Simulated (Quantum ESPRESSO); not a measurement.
# Band energies of InSe monolayer

```xyz
4
Lattice="4.0279 0.0000 0.0000 -2.0139 5.5426 0.0000 0.0000 0.0000 16.2000" Properties=species:S:1:pos:R:3 pbc="T T T"
Se     2.0139     5.4713     1.6833
Se     0.0000     4.7246    -1.6833
In     2.0139     0.9804     0.3186
In     2.0139     3.6729    -0.3186
```

PBEsol (Quantum ESPRESSO, PseudoDojo norm-conserving, 86 Ry, no spin-orbit coupling); path ΓXA1YΓ; energies in eV from the valence-band maximum.

```
k (1/Å)  point  band 25  band 26  band 27  band 28  band 29  band 30  band 31  band 32
-------  -----  -------  -------  -------  -------  -------  -------  -------  -------
0.00         Γ    -2.78    -1.62    -1.35    -1.06    -0.87     1.69     2.11     3.45
0.11              -2.75    -1.83    -1.36    -1.04    -1.02     1.90     2.15     3.65
0.22              -2.64    -2.21    -1.45    -1.33    -1.05     2.18     2.41     3.55
0.44              -2.54    -2.27    -1.99    -1.69    -1.21     2.37     2.59     3.09
0.55              -2.46    -2.16    -2.10    -1.79    -1.38     2.36     2.44     3.25
0.66              -2.49    -2.31    -2.02    -1.60    -1.54     2.27     2.49     3.39
0.88         X    -3.18    -2.23    -1.87    -1.57    -0.87     2.23     2.87     3.65
1.00              -3.02    -2.21    -1.92    -1.66    -1.01     2.20     2.77     3.75
1.12              -2.74    -2.40    -1.93    -1.72    -1.10     2.18     2.71     4.00
1.37              -3.02    -2.21    -1.92    -1.66    -1.01     2.20     2.77     3.75
1.49        A1    -3.18    -2.23    -1.87    -1.57    -0.87     2.23     2.87     3.65
1.68              -3.33    -2.45    -1.79    -1.20    -0.35     2.53     3.30     3.74
1.78              -3.14    -2.48    -1.70    -1.08    -0.18     2.65     3.61     3.83
1.87              -2.79    -2.49    -1.50    -1.01    -0.07     2.58     3.93     4.01
2.07              -2.50    -1.98    -1.00    -0.93     0.00     2.11     2.94     4.16
2.16         Y    -2.51    -1.80    -1.02    -0.80     0.00     1.99     2.73     4.14
2.26              -2.49    -1.79    -1.02    -0.80    -0.10     1.92     2.81     3.75
2.45              -2.43    -1.72    -1.04    -0.83    -0.78     1.79     2.59     3.33
2.54              -2.49    -1.67    -1.13    -1.04    -0.85     1.79     2.28     3.40
2.73         Γ    -2.78    -1.62    -1.35    -1.06    -0.87     1.69     2.11     3.45
```

The PBEsol gap is indirect, 1.69 eV, from Y to Γ; the smallest direct gap is 1.99 eV. The valence-band maximum lies 5.44 eV below the vacuum level.

Spin-orbit splittings are left out.

Geometry relaxed with PBEsol.

This is a model layer cut from the bulk structure; whether it is stable on its own was not checked.
